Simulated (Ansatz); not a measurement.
Ionic part of the dielectric constant of MgO2, mode by mode

Computed with DFT PBEsol, scalar-relativistic, plane waves, PAW in Ansatz. Cutoff 420 eV, 6×6×6 k-points (Γ-centred), fixed occupations. No spin polarisation. Phonons by linear response, acoustic sum rule imposed.

The structure is cubic, space group Pa-3 (No. 205). Conventional cell: a = 4.841 Å, b = 4.841 Å, c = 4.841 Å, α = 90.00°, β = 90.00°, γ = 90.00°. Mg (site symmetry -3) is surrounded by 6 O at 2.08 Å. Around O (site symmetry 3) lie 1 O at 1.48 Å.

The primitive cell has V = 113.44 Å³ and ε∞,yy = 3.051. Each polar mode adds Δε = (4.92064×10⁷/V)·S/ν² along y, with S its oscillator strength in e²/amu, ν in cm⁻¹ and V in Å³.

Problem. From these modes, find each Δε and ε0,yy.
| ν (cm⁻¹) | S_yy (e²/amu) |
| --- | --- |
| 217.2 | 0.02867 |
| 326.2 | 0.1782 |
| 376.6 | 0.2557 |
| 417.8 | 0.5655 |
| 450.9 | 0.188 |

Solution.
| ν (cm⁻¹) | Δε |
| --- | --- |
| 217.2 | 0.26 |
| 326.2 | 0.73 |
| 376.6 | 0.78 |
| 417.8 | 1.40 |
| 450.9 | 0.40 |

The sum is 3.579, so ε0,yy = 6.63; the run's tensor has 6.63.

Problem. Where do the longitudinal modes lie for a wave vector along y?

Solution. At 221, 336, 388, 443, 581 cm⁻¹. The Lyddane–Sachs–Teller product Π(ν_LO/ν_TO)² = 2.17 matches ε0/ε∞ = 2.17.

Whether MgO2 exists in this form wasn't checked.

Cost: 1 run of about 7.9 core-minutes, on Arm Neoverse V1 (shared hosts).